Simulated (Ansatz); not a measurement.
A plane-wave DFT run in Ansatz 0.2.0 (scalar-relativistic PAW potentials unless the input names others): input and command.

```yaml
crystal:
  lattice:
    - [3.811, 0.0, 0.0]
    - [-1.9055, 3.3004228138, 0.0]
    - [0.0, 0.0, 6.136]
  atoms:
    - { symbol: Sn, position: [0.0, 0.0, 0.0] }
    - { symbol: Se, position: [0.3333333333, 0.6666666667, 0.2615727284] }
    - { symbol: Se, position: [0.6666666667, 0.3333333333, 0.7384272716] }
basis:
  ecutwfc: 420
kpoints:
  mp_grid: { grid: [12, 12, 6] }
hamiltonian:
  xc: pbe
  dispersion: d3bj
scf:
  occupations: { method: tetrahedron_uncorrected }
  initial_density: { chi_scale: 0.0 }
output:
  forces: true
  eigenvalues: true
  stress: true
```

```bash
ansatz run input.yaml --threads 1 --pin off --max-ram 2560MiB --backend cpu --events-out ev --progress --plain --runs-dir out
```

Abridged log:
```
Pseudopotentials: kind: paw
Pseudopotential: Sn, paw, valence charge 14, recommended cutoff 420 eV (normal)
Pseudopotential: Se, paw, valence charge 16, recommended cutoff 420 eV (normal)
Functional definition: PBE
Crystal: 3 atoms, lattice volume = 77.178 Å³
Basis set: ecut = 420 eV, 1485 PW (Γ), exchange–correlation on 54×54×90 points (8 copies of the dense FFT grid, shifted against one another)
Bands: 28, of which v1, the nominal top of the filled ones, is band 23 counted from 1 (22 counted from 0)
Symmetry: 12 space group operations
Space group: P-3m1 (ITA 164), of the structure as read, at distance tolerance 4.3e-5 Å
k-points: 100 of 864
Initial density: superposition of atomic densities (chi_scale 0, normalization cell)
Initial wavefunctions: pseudopotential atomic-orbital guess
Functional: x = pbe(κ = 0.804, μ = 0.21951497), c = pbe(β = 0.06672455)
SCF iter   1: F=—  HF=-16964.657767 eV  |F-HF|=—  |Δ(HF+E_count)|=         —  Δρ=3.07e-2  dr2=9.65e-1  ethr=3.10e-3  ⟨swp⟩=6.7  Hψ=12206  notcnv=0
SCF iter   2: F=—  HF=-16964.433417 eV  |F-HF|=—  |Δ(HF+E_count)|=   2.24e-1  Δρ=1.55e-2  dr2=1.54e-1  ethr=2.10e-3  ⟨swp⟩=2.5  Hψ=4074  notcnv=0  defer=100
SCF iter   3: F=—  HF=-16964.416887 eV  |F-HF|=—  |Δ(HF+E_count)|=   1.65e-2  Δρ=5.30e-3  dr2=1.62e-2  ethr=3.35e-4  ⟨swp⟩=2.4  Hψ=4345  notcnv=0  defer=100
SCF iter   4: F=—  HF=-16964.417934 eV  |F-HF|=—  |Δ(HF+E_count)|=   1.05e-3  Δρ=1.20e-3  dr2=8.30e-4  ethr=3.52e-5  ⟨swp⟩=2.6  Hψ=4672  notcnv=0  defer=100
SCF iter   5: F=—  HF=-16964.418403 eV  |F-HF|=—  |Δ(HF+E_count)|=   4.69e-4  Δρ=3.03e-4  dr2=8.82e-5  ethr=1.80e-6  ⟨swp⟩=2.2  Hψ=5457  notcnv=0  defer=101
SCF iter   6: F=—  HF=-16964.418502 eV  |F-HF|=—  |Δ(HF+E_count)|=   9.98e-5  Δρ=1.14e-4  dr2=1.07e-5  ethr=1.92e-7  ⟨swp⟩=2.7  Hψ=5586  notcnv=0  defer=100
SCF iter   7: F=—  HF=-16964.418527 eV  |F-HF|=—  |Δ(HF+E_count)|=   2.41e-5  Δρ=1.73e-5  dr2=2.55e-7  ethr=2.33e-8  ⟨swp⟩=3.0  Hψ=4180  notcnv=0  defer=100
SCF iter   8: F=-16964.418527 eV  HF=-16964.418527 eV  |F-HF|=5.31e-8  |Δ(HF+E_count)|=   8.66e-7  Δρ=5.22e-6  dr2=2.14e-8  ethr=2.17e-10  ⟨swp⟩=8.4  Hψ=12302  notcnv=0
SCF 1 converged in 8 iterations: F = -16964.418527 eV  dr2 = 2.14e-8
SCF converged after 8 iterations
Free energy (F): -16964.418527 eV
Harris-Foulkes:  -16964.418527 eV  (|F-HF|=5.31e-8)
Internal energy: -16964.418527 eV  (E = F + TS)
E sigma→0 (E₀):  -16964.418527 eV
Fermi energy:    8.201390 eV
  E_disp       = -1.084759  (pairwise vdW)
--- Forces (eV/Å), atoms counted from 1 ---
  atom   1  Sn     0.00000000     0.00000000     0.00000000
  atom   2  Se     0.00000000     0.00000000     0.00312604
  atom   3  Se     0.00000000     0.00000000    -0.00312604
--- Stress (GPa, compression-positive) ---
        0.667986       0.000000       0.000000
        0.000000       0.667986       0.000000
        0.000000       0.000000      -0.357187
  P = ⅓ Tr σ = 0.3263 GPa (3.263 kbar)
```

Apart from outputs, empty bands and the relaxation, which only the reference makes, the input differs from a reference run on usual settings in scf.occupations.width: 0.02 → not typed; scf.occupations.method: "gaussian" → "tetrahedron_uncorrected"; scf.initial_density.chi_scale: not typed → 0.0. The reference, at the same geometry, ended its own course with pressure 0.33 GPa, largest force 0.003 eV/Å, gap on the mesh 0.49 eV. This run converged in 8 SCF iterations with an energy at zero smearing within 0.01 meV/atom of the reference's, pressure 0.33 GPa, largest force 0.003 eV/Å, gap on the mesh 0.49 eV.

Time: 13 s on 1 thread of Arm Neoverse V1, with other jobs on the host, peak memory 0.43 GiB.